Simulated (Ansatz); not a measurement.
This TePb₄Se₃ structure is the end of a relaxation. The cell was found from a structure generator's guess, not taken from experiment.

Level of theory: DFT PBE, scalar-relativistic, plane waves, PAW in Ansatz. Cutoff 420 eV, Γ-centred mesh, Gaussian smearing, no spin polarisation.

```cif
data_structure
_symmetry_space_group_name_H-M 'P 1'
_symmetry_Int_Tables_number 1
_cell_length_a 7.7277
_cell_length_b 7.7277
_cell_length_c 7.7277
_cell_angle_alpha 131.714
_cell_angle_beta 131.714
_cell_angle_gamma 70.680
_cell_volume 251.90
loop_
_atom_site_label
_atom_site_type_symbol
_atom_site_fract_x
_atom_site_fract_y
_atom_site_fract_z
_atom_site_occupancy
Te1 Te 0.50000 0.50000 0.00000 1
Pb1 Pb 0.00000 0.50000 0.50000 1
Pb2 Pb 0.75836 0.75836 0.00000 1
Pb3 Pb 0.50000 0.00000 0.50000 1
Pb4 Pb 0.24164 0.24164 0.00000 1
Se1 Se 0.75000 0.25000 0.50000 1
Se2 Se 0.25000 0.75000 0.50000 1
Se3 Se 0.00000 0.00000 0.00000 1
```

Energies over the elements count from the elements' standard structures at the same level, with no fitted energy shifts.

Question: Find its symmetry and describe it.

Answer: I4/mmm (No. 139), with Te and Se ordered on rock salt sites. Conventional cell: a = 6.321 Å, c = 12.607 Å. Te is surrounded by 6 Pb at 3.16–3.26 Å; Pb on a site of symmetry mmm has 4 Se at 3.15–3.16 Å and 2 Te at 3.16 Å; Pb on a site of symmetry 4mm is surrounded by 5 Se at 3.05–3.16 Å and 1 Te at 3.26 Å; Se on a site of symmetry -4m2 is surrounded by 6 Pb at 3.15–3.16 Å; 1 more site not described.

Question: How far does it lie from the elements in energy?

Answer: −0.506 eV/atom. Whether it is stable depends on the other phases of the system, which aren't compared here.

Question: Is it a metal?

Answer: No, the gap on the 8×8×8 mesh is 0.28 eV.

The last run used an 8×8×8 mesh for its 8-atom cell and Gaussian smearing of 0.01 eV. These runs have no spin–orbit coupling, which can matter for Pb and Te. Kohn–Sham gaps at this level usually fall short of measured ones. The missing spin–orbit coupling can work the other way here. The reference forms of Se and Te are held partly by dispersion forces, which this level lacks. Small gaps are read on the mesh alone, and bands can cross between its points. A later test with randomly moved atoms ended 2 meV/atom lower on a coarse mesh, in Cm at a loose tolerance, which is no clear verdict on its stability.
